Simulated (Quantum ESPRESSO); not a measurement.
## Zn2CaMgO4 (a curve over strain)

Simulated, not a measurement. The program is pw.x of Quantum ESPRESSO 7.5 (plane-wave density functional theory). The cell is made up: 8 atoms on a rocksalt lattice, with randomly drawn elements, strain and displacements, not relaxed. PseudoDojo standard norm-conserving files (v0.5 for PBE, v0.4.1 for LDA and PBEsol) set the functional; there is no spin polarisation, spin-orbit coupling or dispersion term, and the masses in the input are unused placeholders.

Seven runs add a strain to one cell (along z); the atoms follow the cell and are not relaxed. Stress in the table is positive in tension.

Input of the run at +0.0042:

```
&control calculation='scf', pseudo_dir='./dojo.nc.sr.pbe.v0_5.standard.upf', outdir='./o', disk_io='medium', tprnfor=.true., tstress=.true. /
&system ibrav=0, nat=8, ntyp=4, nbnd=48, ecutwfc=84.00895049, nosym=.true., tot_charge=0,
 occupations='smearing', smearing='fd', degauss=0.0018374661
/
&electrons conv_thr=7.350e-09, electron_maxstep=60, /
ATOMIC_SPECIES
Ca 1.0 Ca.upf
Mg 1.0 Mg.upf
O 1.0 O.upf
Zn 1.0 Zn.upf
CELL_PARAMETERS angstrom
4.4093 0.0096 0.0004
0.0096 4.4642 0.0663
0.0004 0.066 4.3989
ATOMIC_POSITIONS angstrom
Zn -0.2508 -0.0118 0.1347
Zn 0.0802 2.2146 2.2197
Ca 2.0397 -0.0656 2.2211
Mg 2.3038 2.3194 0.1062
O 2.0247 0.1131 0.1155
O 2.282 2.2549 2.3167
O 4.3412 0.1041 2.2309
O 4.2906 2.2046 0.0482
K_POINTS automatic
4 4 4 1 1 1
```

| added strain | free energy less that of the input shown (eV) | stress xx (GPa) | stress yy (GPa) | stress zz (GPa) | stress xy (GPa) | pressure (GPa) | iterations |
| --- | --- | --- | --- | --- | --- | --- | --- |
| -0.0223 | 0.1328 | -10.06 | -6.75 | -13.55 | 0.64 | 10.12 | 12 |
| -0.0186 | 0.1071 | -9.61 | -6.33 | -12.26 | 0.63 | 9.40 | 12 |
| -0.0125 | 0.0700 | -8.90 | -5.65 | -10.25 | 0.63 | 8.27 | 12 |
| +0.0042 | 0.0000 | -7.05 | -3.89 | -5.40 | 0.61 | 5.45 | 12 |
| +0.0203 | -0.0301 | -5.40 | -2.33 | -1.53 | 0.60 | 3.09 | 12 |
| +0.0244 | -0.0325 | -5.00 | -1.95 | -0.65 | 0.60 | 2.53 | 12 |

Question: one run is left out of the table, at +0.0130. Estimate its stress zz (GPa).

Answer: -3.20. The whole row:

```
added strain  free energy less that of the input shown (eV)  stress xx (GPa)  stress yy (GPa)  stress zz (GPa)  stress xy (GPa)  pressure (GPa)  iterations
     +0.0130                                        -0.0206            -6.14            -3.03            -3.20             0.61            4.12          12
```

A cubic fit gives a slope of stress zz against the added strain of 276 GPa at zero added strain, with the atoms clamped. Across the table the free energy follows the integral of the stress to within 1.1 meV. A rerun of one of the cells at 1437 eV and a 6 x 6 x 6 mesh moved values by no more than 0.002 eV in energy, 0.04 GPa in stress and 0.009 eV/Å in force.